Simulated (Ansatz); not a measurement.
Relaxation of a generated cell, Ag placed in the diamond structure type; 2 atoms in the cell, which starts as Fd-3m, origin choice 1 (No. 227), cF8; a = b = c = 5.757 Å, α = β = γ = 90.00°. All values below come from r2SCAN (plane waves to 500 eV, PAW, scalar-relativistic; Ansatz, a first-principles code). Γ-centred k-mesh 10×10×10 on the run's cell (coarser than for final values), Fermi–Dirac smearing 0.05 eV. This is the first round of the run. 

The optimiser's lines from the output (shortened; P is positive under compression):

```
relax step   1: F+E_penalty+E_count = -15206.02908631 eV  Δ(F+E_penalty+E_count) = +0.000e0 eV  max|allowed force component| = 2.082e-17 eV/Å  Δτ_max = 0.0000 Å  P = +10.814 GPa  Ω = 47.710 Å³  (6 SCF iters, dr2 threshold 1.00e-7 eV, accepted)
relax step   2: F+E_penalty+E_count = -15206.26857672 eV  Δ(F+E_penalty+E_count) = -2.395e-1 eV  max|allowed force component| = 3.361e-18 eV/Å  Δτ_max = 0.0000 Å  P = +1.132 GPa  Ω = 55.033 Å³  (9 SCF iters, dr2 threshold 2.00e-7 eV, accepted)
relax step   3: F+E_penalty+E_count = -15206.27276341 eV  Δ(F+E_penalty+E_count) = -4.187e-3 eV  max|allowed force component| = 9.035e-19 eV/Å  Δτ_max = 0.0000 Å  P = +0.336 GPa  Ω = 56.038 Å³  (7 SCF iters, dr2 threshold 2.00e-7 eV, accepted)
relax step   4: F+E_penalty+E_count = -15206.27308261 eV  Δ(F+E_penalty+E_count) = -3.192e-4 eV  max|allowed force component| = 6.361e-18 eV/Å  Δτ_max = 0.0000 Å  P = +0.009 GPa  Ω = 56.488 Å³  (6 SCF iters, dr2 threshold 2.00e-7 eV, accepted)
relax step   5: F+E_penalty+E_count = -15206.27813021 eV  Δ(F+E_penalty+E_count) = -5.048e-3 eV  max|allowed force component| = 9.252e-18 eV/Å  Δτ_max = 0.0000 Å  P = +0.060 GPa  Ω = 56.488 Å³  stress off target by 6.00e-2 GPa  SCF on the basis re-selected at this cell (its energy is not comparable with the rows above)  (7 SCF iters)
relax step   6: F+E_penalty+E_count = -15206.27812017 eV  Δ(F+E_penalty+E_count) = +1.004e-5 eV  max|allowed force component| = 6.939e-18 eV/Å  Δτ_max = 0.0000 Å  P = +0.001 GPa  Ω = 56.572 Å³  (6 SCF iters, dr2 threshold 8.99e-9 eV, accepted)
relax step   7: F+E_penalty+E_count = -15206.27815217 eV  Δ(F+E_penalty+E_count) = -3.200e-5 eV  max|allowed force component| = 6.361e-18 eV/Å  Δτ_max = 0.0000 Å  P = +0.002 GPa  Ω = 56.572 Å³  stress off target by 1.60e-3 GPa  SCF on the basis re-selected at this cell (its energy is not comparable with the rows above)  (5 SCF iters)
```

From the first to the last row the energy changes by -0.12 eV/atom and the volume by +18.6 %. The last row is marked as not comparable with the walk above it, whose basis was carried along; it does compare with step 1, since both stand on a basis selected at the nominal cutoff for their own cell.

Later rounds, restarted from the end of this one on a renewed k-mesh, logged 6 more steps and released under 0.01 eV/atom more. The final structure after all rounds: Fd-3m, origin choice 1 (No. 227), cF8, diamond type; a = 6.097 Å, b = 6.097 Å, c = 6.097 Å, α = 90.00°, β = 90.00°, γ = 90.00°. Between re-selections the logged energies stand on a plane-wave basis carried along with the cell. No spin polarisation in the result.

The run could not lower the symmetry of its start; a shaken copy of this end point relaxes with r2SCAN to Fm-3m (No. 225), 0.87 eV/atom lower.

The relaxed structure here is a generated cell of Ag: the first start was made by placing the elements on the sites of a structure type, and the end was not matched to a known phase here, so it may be hypothetical. Known forms of Ag include space group No. 225.
